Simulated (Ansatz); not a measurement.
SiC:
```
CELL_PARAMETERS angstrom
      3.05634     0.00000     0.00000
     -1.52817     2.64687     0.00000
      0.00000     0.00000     5.01605
ATOMIC_POSITIONS crystal
  Si 0.33333 0.66667 0.49960
  Si 0.66667 0.33333 0.99960
  C  0.33333 0.66667 0.87540
  C  0.66667 0.33333 0.37540
```

Cartesian axes are those of the cell as given.

Task: Give the high-frequency dielectric tensor and the Born effective charge tensors of the independent atoms from DFPT, LDA in the plane-wave PAW code Ansatz.

Result: 
ε∞:
```
6.89  0.00  0.00
0.00  6.89  0.00
0.00  0.00  7.24
```
Z* of atom 1 (Si), rows: field, columns: displacement, in e:
```
2.69  0.00  0.00
0.00  2.69  0.00
0.00  0.00  2.89
```
Z* of atom 3 (C), rows: field, columns: displacement, in e:
```
-2.69   0.00   0.00
 0.00  -2.69   0.00
 0.00   0.00  -2.89
```

Space group P6_3mc (wurtzite). The cell was relaxed with LDA under the symmetry of its start.

Potentials: the earlier of the program's two PAW sets. The files were generated under PBE; for other functionals the program regenerates the frozen cores, and for LDA and PBEsol the local potential too.
